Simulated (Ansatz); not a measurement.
Ge₃N₄:
```xyz
14
Lattice="8.1295 0.0000 0.0000 -4.0647 7.0403 0.0000 0.0000 0.0000 3.1141" Properties=species:S:1:pos:R:3 pbc="T T T"
Ge     5.7834     1.6569     2.3356
Ge    -1.7187     5.3834     0.7785
Ge     1.4568     5.8371     0.7785
Ge     2.6079     1.2033     2.3356
Ge     3.8028     4.1802     2.3356
Ge     0.2619     2.8602     0.7785
N      4.0647     2.3468     2.3356
N      0.0000     4.6935     0.7785
N      1.4900     6.8468     2.3356
N      2.5748     0.1936     0.7785
N      2.9450     4.7137     0.7785
N      1.1198     2.3266     2.3356
N     -2.6097     4.9073     2.3356
N      6.6745     2.1330     0.7785
```

Relaxed with PBE.

Problem. Map the electron localisation function on the plane through (0.829, 0.235, 0.750) spanned by u = [1, 1, 0] and v = [1, -1, 0] in lattice vectors, from plane-wave PAW PBE (Ansatz code).

Solution. x is the fraction of u, y of v (the angle between them is 90°; rows are the nearest grid lines); atoms in the plane: Ge at (0.00, 0.00), Ge at (0.50, 0.50), Ge at (0.26, 0.32), Ge at (0.76, 0.82), Ge at (0.15, 0.79), Ge at (0.65, 0.29), N at (0.47, 0.37), N at (0.97, 0.87), N at (0.29, 0.55), N at (0.79, 0.05).
```
|1001222100000000000000000258999998632001|
|3332210001356543110000000000011101123443|
|8764200026899987542100000000000001368898|
|3787421369984015886300001222222346985103|
|9974211124799999986300012220010014688889|
|2232000002333444431000011223222332211112|
|1122211122221111100000012345678887521001|
|0001111111000000000000136899951279997200|
|0000000000112332210000002578988888863100|
|0000012367899998742110000001122211000000|
|0000013578756899853222110000000000000000|
|0000013799987898631001222100000000000000|
|0000000246776543221001222100000100000000|
|0000000000000013688976420002689998754210|
|1000001112112357887787521015899988886421|
|1000122210001358974399743234798635899741|
|0000122210000223445553200000246788886410|
|0000123456788875210012221112222111110000|
|0000236899988999741011222222211000000000|
|0001358999622799863000000000000000000000|
|0000001346666653200000000012467887652100|
|2221100000000000000000001357875689985322|
|2222211000000000000000001368840048984322|
|1001222100000000000000000258999998632001|
```
Scale: ten equal steps from 0.002 (start of '0') to 0.873 (end of '9'), in the order '0123456789'; x runs from 0.000 to 1.00, y from 0.000 (bottom) to 1.00 (top).

The density is the valence pseudo-density with augmentation charge, so density and ELF within about 1 Å of a nucleus are not all-electron values.

Space group P6_3/m. Symmetry was held in the PBE relaxation.

Potentials: the later of the program's two PAW sets.
